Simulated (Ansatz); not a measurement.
**Computed properties of NbSi$_{2}$**

NbSi2:
```
NbSi2
1.0
    4.76917     0.00000     0.00000
   -2.38458     4.13022     0.00000
    0.00000     0.00000     6.57152
Si Nb
6 3
Direct
  0.15949   0.31898   0.00000
  0.84051   0.15949   0.66667
  0.68102   0.84051   0.33333
  0.84051   0.68102   0.00000
  0.15949   0.84051   0.66667
  0.31898   0.15949   0.33333
  0.50000   0.00000   0.00000
  0.50000   0.50000   0.66667
  0.00000   0.50000   0.33333
```

Space group P6_422 (No. 181); conventional cell a = 4.769 Å, b = 4.769 Å, c = 6.572 Å, α = 90.00°, β = 90.00°, γ = 120.00°.

Method: PBEsol (plane waves, PAW; program Ansatz). Structure relaxed to zero pressure with the same functional. Other levels are named where they apply.

### Cell and energy

- Volume per atom = 14.38 Å³
- Density = 5.74 g/cm³
- Formation energy from the elements (no fitted shifts) = -0.66 eV/atom

### Electronic structure

- Electronic character: metallic (no gap)
- Density of states at the Fermi level: 0.39 states/eV per atom (mean over ±0.08 eV)
- Gap with spin–orbit coupling: none (metallic)

### Mechanics

* **Bulk modulus (Birch–Murnaghan fit)**: 1860 kbar
* **Pressure derivative B′**: 4.3
* **Elastic constants (relaxed ions, GPa)**: C11 = 372, C12 = 72.1, C13 = 87.3, C33 = 458, C44 = 138
* **Mechanical stability**: stable (all eigenvalues of C positive)
* **Hill bulk and shear moduli**: 187 and 148 GPa
* **Young's modulus**: 351 GPa
* **Poisson's ratio**: 0.19
* **Debye temperature from the elastic constants**: 686 K

### Phonons

* **Highest zone-centre frequency**: 398 cm⁻¹
* **Zone-centre stability**: no imaginary mode at Γ

The workflow started from an entry of the Crystallography Open Database (COD), which files this formula under 2 space groups. Whether it is the stable phase at ambient conditions was not checked. Symmetry was held in the PBEsol relaxation. No spin polarisation was allowed. As this level gives no gap, shear constants depend on the k-mesh and smearing (Fermi–Dirac, 0.1 eV here). As this level gives no gap, phonon frequencies hold no LO–TO term and depend on the k-mesh and smearing (Fermi–Dirac, 0.1 eV here). On the denser mesh and wider smearing of the elastic run this cell carries a stress of 0.3 GPa. The references are the lowest solids computed at this level, not always the standard phases. Scalar-relativistic: spin–orbit coupling is off unless named, which matters more the heavier the elements.

Potentials: the later of the program's two PAW sets.
